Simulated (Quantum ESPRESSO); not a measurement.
pw.x input (Quantum ESPRESSO 7.5; LDA, PseudoDojo standard norm-conserving files, scalar-relativistic):

```
&CONTROL
  calculation = 'scf'
  pseudo_dir = './pseudo'
  outdir = './out'
  tprnfor = .true.
  tstress = .true.
/
&SYSTEM
  ibrav = 0
  nat = 10
  ntyp = 4
  ecutwfc = 86.0
  ecutrho = 344.0
  occupations = 'smearing'
  smearing = 'fd'
  degauss = 0.002
  nbnd = 54
/
&ELECTRONS
  conv_thr = 1e-09
/
ATOMIC_SPECIES
F 18.9984 F.upf
Sc 44.9559 Sc.upf
Rb 85.4678 Rb.upf
Ag 107.8682 Ag.upf
CELL_PARAMETERS angstrom
  0.000000000000   4.493015000000   4.493015000000
  4.493015000000   0.000000000000   4.493015000000
  4.493015000000   4.493015000000   0.000000000000
ATOMIC_POSITIONS crystal
F   0.773500000000   0.226500000000   0.226500000000
F   0.226500000000   0.773500000000   0.773500000000
F   0.226500000000   0.773500000000   0.226500000000
F   0.773500000000   0.226500000000   0.773500000000
F   0.226500000000   0.226500000000   0.773500000000
F   0.773500000000   0.773500000000   0.226500000000
Sc   0.000000000000   0.000000000000   0.000000000000
Rb   0.750000000000   0.750000000000   0.750000000000
Rb   0.250000000000   0.250000000000   0.250000000000
Ag   0.500000000000   0.500000000000   0.500000000000
K_POINTS automatic
6 6 6 0 0 0
```

End of the output:

```
     total energy              =    -811.15252392 Ry
     estimated scf accuracy    <       0.00000016 Ry
     total energy              =    -811.15252398 Ry
     estimated scf accuracy    <       0.00000002 Ry
[...]
     the Fermi energy is     6.1538 ev
!    total energy              =    -811.15252399 Ry
     estimated scf accuracy    <          5.1E-10 Ry
     smearing contrib. (-TS)   =      -0.00000000 Ry
     internal energy E=F+TS    =    -811.15252399 Ry
     The total energy is F=E-TS. E is the sum of the following terms:
     one-electron contribution =    -452.05689554 Ry
     hartree contribution      =     265.23409889 Ry
     xc contribution           =    -154.97137755 Ry
     ewald contribution        =    -469.35834979 Ry
     convergence has been achieved in  10 iterations
     Forces acting on atoms (cartesian axes, Ry/au):
     atom    1 type  1   force =    -0.01075649   -0.00000000    0.00000000
     atom    2 type  1   force =     0.01075649    0.00000000    0.00000000
     atom    3 type  1   force =     0.00000000   -0.01075649    0.00000000
     atom    4 type  1   force =     0.00000000    0.01075649    0.00000000
     atom    5 type  1   force =     0.00000000    0.00000000   -0.01075649
     atom    6 type  1   force =     0.00000000    0.00000000    0.01075649
     atom    7 type  2   force =     0.00000000    0.00000000    0.00000000
     atom    8 type  3   force =    -0.00000000    0.00000000    0.00000000
     atom    9 type  3   force =     0.00000000   -0.00000000   -0.00000000
     atom   10 type  4   force =    -0.00000000    0.00000000    0.00000000
     Total force =     0.026348     Total SCF correction =     0.000060
     Computing stress (Cartesian axis) and pressure
          total   stress  (Ry/bohr**3)                   (kbar)     P=      -63.87
  -0.00043418  -0.00000000  -0.00000000          -63.87       -0.00       -0.00
  -0.00000000  -0.00043418  -0.00000000           -0.00      -63.87       -0.00
  -0.00000000  -0.00000000  -0.00043418           -0.00       -0.00      -63.87
```
In a gapped system the printed Fermi energy is only some level inside the gap.

Spin-orbit coupling is not included.

Geometry of the Materials Project entry, not relaxed at this level.
